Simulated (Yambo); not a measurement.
A G0W0@PBEsol run in Yambo for Ba2ZnN2 (space group I4/mmm, No. 139) (4×4×4 Γ-centred k mesh, bands 5 to 168 and a 7 Ry block in the screening, 168 bands in G with the Bruneval-Gonze terminator, plasmon pole fitted at 27.2 eV) gives these matrix elements, in eV, at the band edges (Γ → X):

```json
[
 {"state": "valence edge", "E0": "0.000", "<Vxc>": "-16.445", "<Σx>": "-19.613", "<Σc(E0)>": "2.864", "Z": "0.757"},
 {"state": "conduction edge", "E0": "0.478", "<Vxc>": "-10.338", "<Σx>": "-7.284", "<Σc(E0)>": "-2.752", "Z": "0.803"}
]
```

**Question.** Solve the linearised quasiparticle equation for both states, give the gap, and say how exchange and correlation each act on it.

**Answer.** E = E0 + Z(Σx + Σc − Vxc). Valence: 0.000 + 0.757 × (-19.613 + (2.864) − (-16.445)) = -0.23 eV. Conduction: 0.478 + 0.803 × (-7.284 + (-2.752) − (-10.338)) = 0.72 eV. The gap is 0.95 eV, against 0.48 eV in PBEsol. Replacing Vxc by bare exchange alone would open it by 6.22 eV; correlation takes back 5.62 eV of that, and Z scales what is left. Convergence of the G0W0 settings was not tested. Oxides, nitrides and fluorides with a shallow 3d shell are known to need far more bands and larger blocks. 

Geometry of the Materials Project entry, not relaxed at this level; primitive cell a = b = c = 7.138 Å, α = β = 145.81°, γ = 49.13°.
